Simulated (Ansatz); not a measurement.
Rocksalt alloy of LiH and LiF (8 of 32 H sites exchanged), 64 atoms

Ansatz, PAW, plane waves. PBEsol relaxation of volume and atoms (shape held) at the single k point (¼, ¼, ¼) without its symmetry partners; single points on the relaxed atoms at the single k point (¼, ¼, ¼) without its symmetry partners, onto which points of the small cell's zone fold. Arrangement: quasirandom. No spin–orbit coupling unless named.

Relaxed structure:

```yaml
crystal:
  lattice:
    - [7.99790, 0.00000, 0.00000]
    - [0.00000, 7.99790, 0.00000]
    - [0.00000, 0.00000, 7.99790]
  atoms:
    - { symbol: H, position: [0.25326, 0.99925, 0.99988] }
    - { symbol: H, position: [0.25103, 0.00056, 0.50129] }
    - { symbol: H, position: [0.25157, 0.50009, 0.99869] }
    - { symbol: H, position: [0.74843, 0.00068, 0.50184] }
    - { symbol: H, position: [0.74845, 0.49959, 0.99787] }
    - { symbol: H, position: [0.74947, 0.49970, 0.50278] }
    - { symbol: H, position: [0.99879, 0.24988, 0.50136] }
    - { symbol: H, position: [0.00204, 0.74792, 0.99813] }
    - { symbol: H, position: [0.00045, 0.75018, 0.50243] }
    - { symbol: H, position: [0.49910, 0.25039, 0.99965] }
    - { symbol: H, position: [0.50015, 0.24947, 0.50127] }
    - { symbol: H, position: [0.49896, 0.75012, 0.99870] }
    - { symbol: H, position: [0.50015, 0.75233, 0.50218] }
    - { symbol: H, position: [0.99974, 0.50015, 0.74980] }
    - { symbol: H, position: [0.49883, 0.00054, 0.25152] }
    - { symbol: H, position: [0.49973, 0.99973, 0.75013] }
    - { symbol: H, position: [0.50041, 0.50017, 0.75040] }
    - { symbol: H, position: [0.25212, 0.24804, 0.25049] }
    - { symbol: H, position: [0.25111, 0.25006, 0.75024] }
    - { symbol: H, position: [0.25084, 0.75150, 0.24951] }
    - { symbol: H, position: [0.25105, 0.75001, 0.75044] }
    - { symbol: H, position: [0.74780, 0.24994, 0.25205] }
    - { symbol: H, position: [0.74787, 0.25076, 0.74930] }
    - { symbol: H, position: [0.74905, 0.74846, 0.74924] }
    - { symbol: F, position: [0.25027, 0.50021, 0.49885] }
    - { symbol: F, position: [0.75099, 0.99956, 0.00056] }
    - { symbol: F, position: [0.99976, 0.24892, 0.00111] }
    - { symbol: F, position: [0.99949, 0.99970, 0.24984] }
    - { symbol: F, position: [0.99973, 0.00038, 0.75176] }
    - { symbol: F, position: [0.00021, 0.49961, 0.25014] }
    - { symbol: F, position: [0.50019, 0.50119, 0.25121] }
    - { symbol: F, position: [0.75059, 0.74949, 0.24977] }
    - { symbol: Li, position: [0.00019, 0.00045, 0.00048] }
    - { symbol: Li, position: [0.00010, 0.00087, 0.50148] }
    - { symbol: Li, position: [0.00074, 0.49811, 0.00029] }
    - { symbol: Li, position: [0.00097, 0.49919, 0.50002] }
    - { symbol: Li, position: [0.50068, 0.00055, 0.00012] }
    - { symbol: Li, position: [0.49957, 0.00015, 0.50134] }
    - { symbol: Li, position: [0.49952, 0.49950, 0.00059] }
    - { symbol: Li, position: [0.49877, 0.50016, 0.49988] }
    - { symbol: Li, position: [0.25076, 0.24951, 0.99975] }
    - { symbol: Li, position: [0.25113, 0.25084, 0.50116] }
    - { symbol: Li, position: [0.25199, 0.74975, 0.99822] }
    - { symbol: Li, position: [0.25082, 0.74963, 0.50142] }
    - { symbol: Li, position: [0.74956, 0.24883, 0.99907] }
    - { symbol: Li, position: [0.74854, 0.24971, 0.50214] }
    - { symbol: Li, position: [0.74916, 0.75038, 0.00010] }
    - { symbol: Li, position: [0.74876, 0.75009, 0.50107] }
    - { symbol: Li, position: [0.25004, 0.99959, 0.25080] }
    - { symbol: Li, position: [0.24962, 0.99951, 0.75013] }
    - { symbol: Li, position: [0.25083, 0.50055, 0.25145] }
    - { symbol: Li, position: [0.25059, 0.50030, 0.74833] }
    - { symbol: Li, position: [0.75033, 0.99882, 0.25017] }
    - { symbol: Li, position: [0.75075, 0.99954, 0.75132] }
    - { symbol: Li, position: [0.74906, 0.50076, 0.25090] }
    - { symbol: Li, position: [0.74903, 0.50074, 0.74945] }
    - { symbol: Li, position: [0.99966, 0.24950, 0.24954] }
    - { symbol: Li, position: [0.99940, 0.24888, 0.75196] }
    - { symbol: Li, position: [0.99951, 0.74975, 0.25011] }
    - { symbol: Li, position: [0.00001, 0.75088, 0.75032] }
    - { symbol: Li, position: [0.49992, 0.25111, 0.25113] }
    - { symbol: Li, position: [0.49988, 0.24996, 0.75022] }
    - { symbol: Li, position: [0.50076, 0.74936, 0.25020] }
    - { symbol: Li, position: [0.50023, 0.75021, 0.75038] }
```

Task: What are the mean bond lengths by pair (pairs within 1.2 times the sum of covalent radii, less contacts 15 % beyond the pair's median; cation–cation pairs of compounds aside; long ionic contacts are cut short by that bound)?

Result: F–Li 1.996 ± 0.007 Å (standard deviation, 48 bonds). No contact of H falls within that bound.

Task: What gap lies between the top filled and the lowest empty level in the single points?

Result: r²SCAN 5.63 eV (11 s on 7 threads of Neoverse-V2). Away from Γ this isn't the crystal's band gap.
